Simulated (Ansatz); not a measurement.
Data:

Starting cell, PbSe (rock salt):

```
PbSe
1.0
    0.00000     3.10888     3.10888
    3.10888     0.00000     3.10888
    3.10888     3.10888     0.00000
Se Pb
1 1
Cartesian
  0.00000   0.00000   0.00000
  3.10888   3.10888   3.10888
```

In each cell atom 2 (Pb, nearest neighbour Se at 3.109 Å; its periodic images, 4.4 Å or more away, move with it) moves by s·(1.000, 0.000, 0.000) (along Cartesian x), the rest being held.

All values below come from PBE (plane waves to 420 eV, PAW, scalar-relativistic; Ansatz, an electronic-structure program). k mesh 8×8×8 (Γ-centred), Fermi-Dirac smearing 0.05 eV. Energies are smeared free energies. PbSe was relaxed with its symmetry unable to fall. Spin-orbit coupling is left out, though Pb is heavy. The zero of ΔE is the undisplaced structure.

The scan covers s from -0.310 to 0.310 Å in 11 points.

### Question
Is this a single well or a double well?

### Answer
A single well with its minimum at or next to zero displacement.

### Question
Is the energy the same for equal positive and negative displacements?

### Answer
Even: the same for both signs. With its periodic images moving along, the atom's site symmetry in this cell is m-3m.

### Question
What is the energy change at s = 0.310 Å?

### Answer
35.9 meV/cell.

### Question
What force acts on the atom along the line at s = -0.310 Å?

### Answer
0.403 eV/Å.

(A displaced cell: forces are minus the slopes of the energy, force constants its curvatures, and phonons follow from these.)
